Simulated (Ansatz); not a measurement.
Here is the system:

MoS$_{2}$:
```xyz
3
Lattice="3.1722 0.0000 0.0000 -1.5861 2.7472 0.0000 0.0000 0.0000 6.8688" Properties=species:S:1:pos:R:3 pbc="T T T"
Mo     0.0000     0.0000     0.0000
S      0.0000     1.8315     1.5543
S      0.0000     1.8315     5.3145
```

This is the r²SCAN+D4-relaxed structure.

### Question
All from the program Ansatz at the r²SCAN+D4 level (PAW), unless another level is named. Give the formation energy from the elements (no fitted shifts).

### Answer
-0.98 eV/atom.

### Question
And the smallest direct gap on the standard path?

### Answer
1.78 eV.

### Question
Next, the weight of the valence-edge state by species (Voronoi cells)?

### Answer
Mo 61 %, S 39 %.

Space group P-6m2. The workflow started from a Materials Project entry (that database holds measured and hypothetical structures alike); the Crystallography Open Database copy checked does not list it. It is not the phase usual at ambient conditions (space group No. 160, 194). The cell keeps a stress of up to 0.2 GPa. The r²SCAN+D4 relaxation kept the symmetry of its start; whether a distortion lowers the energy is not shown. No spin polarisation was allowed. The references are the lowest solids computed at this level, not always the standard phases. Scalar-relativistic: spin–orbit coupling is off unless named, which matters more the heavier the elements.

Potentials: the later of the program's two PAW sets.
